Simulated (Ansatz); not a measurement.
Here is the system:

Zn3Pt:
```cif
data_Pt2Zn6
_chemical_formula_sum 'Zn6 Pt2'
_space_group_name_H-M_alt 'I4/mmm'
_space_group_IT_number 139
_space_group_name_Hall '-I 4 2'
_cell_length_a 3.74195
_cell_length_b 3.74195
_cell_length_c 7.95879
_cell_angle_alpha 90.000
_cell_angle_beta 90.000
_cell_angle_gamma 90.000
loop_
_atom_site_label
_atom_site_type_symbol
_atom_site_symmetry_multiplicity
_atom_site_Wyckoff_symbol
_atom_site_fract_x
_atom_site_fract_y
_atom_site_fract_z
_atom_site_occupancy
Zn1 Zn 4 d 0.00000 0.50000 0.25000 1
Zn2 Zn 2 b 0.00000 0.00000 0.50000 1
Pt1 Pt 2 a 0.00000 0.00000 0.00000 1
```
(The calculation used a cell of 4 atoms; values per cell refer to that cell.)

This is the r²SCAN-relaxed structure.

Task: All from DFT-r²SCAN in the program Ansatz with PAW potentials, unless another level is named. Estimate the density of states at the Fermi level.

Result: 0.22 states/eV per atom (mean over ±0.08 eV).

Task: Next, the formation energy from the elements (no fitted shifts)?

Result: -0.44 eV/atom.

The first step of the workflow began from a Materials Project structure, measured or hypothetical; the Crystallography Open Database copy checked does not list it. With Zn and Pt taken as one species the cell has the higher symmetry Fm-3m, so it may be an ordered model of a mixed-site phase. Whether it is the stable phase at ambient conditions was not checked. Symmetry was held in the r²SCAN relaxation; its stability against distortions is not shown here. The run is not spin-polarised. The references are the lowest solids computed at this level, not always the standard phases. Scalar-relativistic: spin–orbit coupling is off unless named, which matters more the heavier the elements.

Potentials: the later of the program's two PAW sets.
